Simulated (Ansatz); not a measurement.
## Electric field gradients in ZnBiF₅

The cell is a computed structure from the Materials Project (it need not be an observed phase), taken as it stands.

Space group C2/c (No. 15); a = 9.3665, b = 6.8103, c = 8.5978 Å, β = 117.97°.

| site | Wyckoff | site symmetry | x | y | z |
| --- | --- | --- | --- | --- | --- |
| Zn | 4e | 2 | 0.5000 | 0.0081 | 0.7500 |
| Bi | 4a | -1 | 0.0000 | 0.0000 | 0.5000 |
| F5 | 4e | 2 | 0.5000 | 0.6396 | 0.2500 |
| F7 | 8f | 1 | 0.2697 | 0.9430 | 0.1470 |
| F9 | 8f | 1 | 0.5253 | 0.1899 | 0.4354 |

One atom of each set is listed; the run and its k-mesh use a cell of 14 atoms with edges of 5.79, 5.79, 8.60 Å.

Computed with Ansatz: DFT, PBE, plane waves and PAW, with spin–orbit coupling, 420 eV cutoff, Γ-centred 4×4×3 k-points, Fermi–Dirac smearing 0.02 eV.

C_Q = eQV_zz/h, which is 24.18 MHz for Q = 1 b and V_zz = 10²¹ V/m²; η = (V_xx − V_yy)/V_zz.

⁶⁷Zn: I = 5/2, Q = 122.0 mb; Bi-209: I = 9/2, Q = -516.0 mb. Quadrupole moments are those of Pyykkö's year-2017 table.

| site | atoms | first shell | V_zz (10²¹ V/m²) | η | C_Q (MHz) |
| --- | --- | --- | --- | --- | --- |
| Zn | 2 | 5 F at 1.94–2.40 Å | -6.20 | 0.12 | -18.3 |
| Bi | 2 | 6 F at 2.22–2.35 Å | -17.65 | 0.94 | 220 |
| F5 | 2 | 2 Bi at 2.35 Å, 1 Zn at 2.40 Å | -7.93 | 0.61 | – |
| F7 | 4 | 1 Zn at 1.94 Å, 1 Bi at 2.27 Å, angle 159° | 12.93 | 0.03 | – |
| F9 | 4 | 1 Zn at 2.02 Å, 1 Bi at 2.22 Å, angle 148°; also 1 Zn at 3.08 Å | 10.00 | 0.33 | – |

At F5 V_zz stands upright on the plane through its three neighbours (within 1°). At F7 V_zz points along the line of its two bonds (within 1°). At F9 V_zz runs parallel to the line that joins its two neighbours (within 2°).

F has no stable isotope with a ground-state quadrupole moment in the table, so no C_Q is given.

The largest force is 0.4 eV/Å, so the atoms aren't at the calculated equilibrium and relaxing them would move these values. Where η is near 1 the sign of V_zz means little.
